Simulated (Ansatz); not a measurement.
Ge2BN:
```
Ge2BN
1.0
    1.65314     0.95444     5.43771
   -1.65314     0.95444     5.43771
    0.00000    -1.90889     5.43771
B N Ge
1 1 2
Cartesian
  0.00000   0.00000  16.08484
  0.00000   0.00000  14.53176
  0.00000   0.00000   8.33290
  0.00000   0.00000   5.91108
```

Relaxed with LDA. Special points in fractions of this cell's reciprocal vectors: Γ (0.000, 0.000, 0.000); T (0.500, 0.500, 0.500); H2 (0.813, 0.187, 0.500); H0 (0.500, -0.187, 0.187); L (0.500, 0.000, 0.000); S0 (0.344, -0.344, 0.000); S2 (0.656, 0.000, 0.344); F (0.500, 0.000, 0.500).

### Question
List the band energies nearest the Fermi level at these points for plane-wave PAW LDA (Ansatz code).

### Answer
In eV from the Fermi level; about four levels below and three above (degenerate sets whole), none deeper than 8.9 eV; points with the same levels are listed once.

```csv
k,below,above
Γ,-4.73 -4.73 -2.54 -1.95,1.15 1.15 3.97 3.97
T,-5.60 -4.70 -4.70 -0.11,0.78 0.78 3.30
H2,-7.02 -5.09 -4.52 -2.78,1.33 1.96 3.05
L,-6.24 -5.90 -5.04 -1.47,0.50 2.93 3.85
S0,-7.15 -5.01 -4.74 -2.84,1.22 2.58 2.88
F,-5.16 -2.20 -0.93 -0.64,0.75 3.23 4.36
```

Space group R3m. The start of the workflow was typed in or built on a structure type; neither database checked (COD, Materials Project) lists it. Whether it is the stable phase at ambient conditions was not checked. The LDA relaxation kept the symmetry of its start; its stability against distortions is not shown here. Its formation energy is positive at this level, so the cell may be metastable or incomplete. Scalar-relativistic: spin–orbit coupling is off unless named, which matters more the heavier the elements.

Potentials: the earlier of the program's two PAW sets. The files were generated under PBE; for other functionals the program regenerates the frozen cores, and for LDA and PBEsol the local potential too.
